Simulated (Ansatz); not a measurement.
## Ba$_{2}$CuTeO$_{6}$ in Ansatz, settings compared

input.yaml:

```yaml
crystal:
  lattice:
    - [0.0, 5.619194, 0.0]
    - [5.619194, 0.0, 0.0]
    - [2.809597, 2.809597, -4.343635]
  atoms:
    - { symbol: Cu, position: [0.0, 0.0, 0.0] }
    - { symbol: O, position: [0.244, 0.263, 0.0] }
    - { symbol: O, position: [0.263, 0.756, 0.0] }
    - { symbol: O, position: [0.756, 0.737, 0.0] }
    - { symbol: O, position: [0.737, 0.244, 0.0] }
    - { symbol: Te, position: [0.5, 0.5, 0.0] }
    - { symbol: O, position: [0.281, 0.281, 0.438] }
    - { symbol: O, position: [0.719, 0.719, 0.562] }
    - { symbol: Ba, position: [0.75, 0.25, 0.5] }
    - { symbol: Ba, position: [0.25, 0.75, 0.5] }
  symmetry: { tolerance: 0.0003 }
kpoints:
  mp_grid: { grid: [4, 4, 4], shift: [0, 0, 0] }
magnetization:
  spin_polarized: false
scf:
  occupations: { method: tetrahedron }
hamiltonian:
  pseudopotentials: { kind: paw }
  xc: r2scan
basis:
  ecutwfc: 500
output:
  forces: true
  stress: true
  eigenvalues: true
```

Launch command:

```bash
ansatz run input.yaml --threads 1 --pin off --max-ram 2560MiB --backend cpu --events-out ev --progress --plain --runs-dir out
```

Origin of the cell: a database entry, scaled a little.

Output of this run (shortened):

```
Warning: output.forces, output.stress, relax.cell or npt_langevin: where a Kohn–Sham band that disperses or a degenerate level is filled in part under the method tetrahedron, the forces or th […]
band count auto-derived: 57 (N_el = 91.0; filled up to band 46; 56 by the electrons, moments and atoms)
Pseudopotentials: kind: paw
Pseudopotential: Cu, paw, valence charge 19, recommended cutoff 500 eV (meta_gga), Cu.paw.azcp
Pseudopotential: O, paw, valence charge 6, recommended cutoff 500 eV (meta_gga), O.paw.azcp
Pseudopotential: Te, paw, valence charge 16, recommended cutoff 500 eV (meta_gga), Te.paw.azcp
Pseudopotential: Ba, paw, valence charge 10, recommended cutoff 500 eV (meta_gga), Ba.paw.azcp
Functional definition: r2SCAN
  exchange = r2scan_x(k0 = k0, k1 = k1, a1 = a1)
  correlation = r2scan_c
Crystal: 10 atoms, lattice volume = 137.152 Å³
[… 17 lines left out …]
Initial density: superposition of atomic densities (neutral atoms: chi_scale 0, normalization atom), corrected by the library's trained network
Functional: x = r2scan, c = r2scan; τ floored in thin density (d = 2e-4 eV/Å³)
SCF iter   1: F=—  HF=-28970.335754 eV  Δρ=1.33e-2  dr2=1.93e-1  dr2_τ=4.07e-1  defer=5
SCF iter   2: F=—  HF=-28970.584166 eV  Δρ=7.21e-3  dr2=5.82e-2  dr2_τ=2.62e-3  defer=70
SCF iter   3: F=—  HF=-28970.580866 eV  Δρ=8.20e-3  dr2=6.08e-2  dr2_τ=1.89e-3  defer=70
SCF iter   4: F=—  HF=-28970.569520 eV  Δρ=1.73e-3  dr2=2.99e-3  dr2_τ=2.78e-4  defer=70
SCF iter   5: F=—  HF=-28970.568992 eV  Δρ=6.94e-4  dr2=6.27e-4  dr2_τ=2.08e-5  defer=70
SCF iter   6: F=—  HF=-28970.568950 eV  Δρ=3.55e-4  dr2=1.28e-4  dr2_τ=1.02e-5  defer=70
SCF iter   7: F=—  HF=-28970.568946 eV  Δρ=1.48e-4  dr2=2.26e-5  dr2_τ=1.13e-6  defer=70
SCF iter   8: F=—  HF=-28970.569042 eV  Δρ=1.01e-4  dr2=1.37e-5  dr2_τ=3.57e-7  defer=70
SCF iter   9: F=—  HF=-28970.569041 eV  Δρ=3.17e-5  dr2=1.76e-6  dr2_τ=6.31e-8  defer=70
SCF iter  10: F=—  HF=-28970.569038 eV  Δρ=1.25e-5  dr2=1.42e-7  dr2_τ=6.04e-9  defer=70
SCF iter  11: F=-28970.569039 eV  HF=-28970.569039 eV  Δρ=4.14e-6  dr2=2.95e-8  dr2_τ=4.60e-10
SCF 1 converged in 11 iterations: F = -28970.569039 eV  dr2 = 2.95e-8
SCF converged after 11 iterations
Stability not checked: this state was not tested for a lower state beside it, because cold or Methfessel-Paxton smearing, or corrected tetrahedra, fill the levels in a way that the test cannot read (fill_not_monotonic; […]
Free energy (F): -28970.569039 eV
Harris-Foulkes:  -28970.569039 eV  (|F-HF|=2.34e-8)
Internal energy: -28970.569039 eV  (E = F + TS)
E sigma→0 (E₀):  -28970.569039 eV
Fermi energy:    10.258898 eV
--- Per-component energies (eV) ---
  E_band       = -710.360540
  E_kinetic    = 1882.704522
  E_local      = -9334.581600  (includes V_loc(G=0)·N_el)
  E_nonlocal   = 486.560866
  E_hartree    = 4269.382434
  E_xc         = -956.836192
  E_vxc        = -1169.506662  (∫ρ·V_xc dr)
  E_paw        = -17834.636521  (= ΣΔE_a)
  E_vpaw       = -1184.703847  (= ΣTr[D̂ρ^β])
  E_aug_tail   = 0.006200  (compensation charges beyond the density's cutoff)
  E_vtau       = 70.411777  (kinetic-family band-sum trace: ∫τ·v_τ [+ j·A + Jᵃ·Aᵃ] dr)
  E_ewald      = -7483.101682
  E_core_change = -0.067066  (= ΣΔE_core)
  E_smearing   = -0.000000  (= −TS)
  Σ components = -28970.569039   (vs F -28970.569039, Δ=0.00e0)
--- Forces (eV/Å), atoms counted from 1 ---
  atom   1  Cu     0.000000    -0.000000    -0.000000
[… 4 lines left out …]
  atom   6  Te     0.000000    -0.000000    -0.000000
  atom   7  O      0.000000    -0.000000    -0.281268
  atom   8  O     -0.000000    -0.000000     0.281268
  atom   9  Ba    -0.000000     0.000000    -0.000000
  atom  10  Ba     0.000000     0.000000     0.000000
  max |Σ_I F_I| component: 8.15e-17 eV/Å
--- Stress (GPa, compression-positive) ---
       -1.124914      -0.000009       0.000000
        0.000009      -1.124914       0.000000
        0.000000       0.000000       1.123846
  P = ⅓ Tr σ = -0.3753 GPa (-3.753 kbar)
```

The same input was run again with these changes:

1. `scf.n_extra_bands` default → 1
2. `hamiltonian.hubbard` default → { sites: [{ species: Cu, l: d, u_eff: 5.0 }], double_counting: fll }
3. `scf.mixing.algorithm` default → anderson; `scf.mixing.beta` default → 0.05

| run | end | SCF iterations | P (GPa) | max force component (eV/Å) | moment (μB) | ΔE(σ→0) (meV/atom) |
| --- | --- | --- | --- | --- | --- | --- |
| base | converged | 11 | -0.38 | 0.281 | – | 0 |
| 1 | converged | 11 | -0.38 | 0.281 | – | 0.00 |
| 2 | converged | 15 | 0.05 | 0.138 | – | – |
| 3 | converged | 71 | -0.38 | 0.281 | – | 0.00 |

Energies are compared only where functional, datasets, charge and starting cell are the same.

Caveats of the base run: forces and stress under tetrahedra may miss the slope of the energy; no moments, though an odd count or open d shells may carry them; no spin-orbit coupling, though heavy elements are present; the k mesh is coarse if the cell is a metal.

Time of the base run: 9.6 s on 1 thread of Intel(R) Xeon(R) 6975P-C (Granite Rapids) (shared host), peak memory 1 GiB, from the program's own first density.
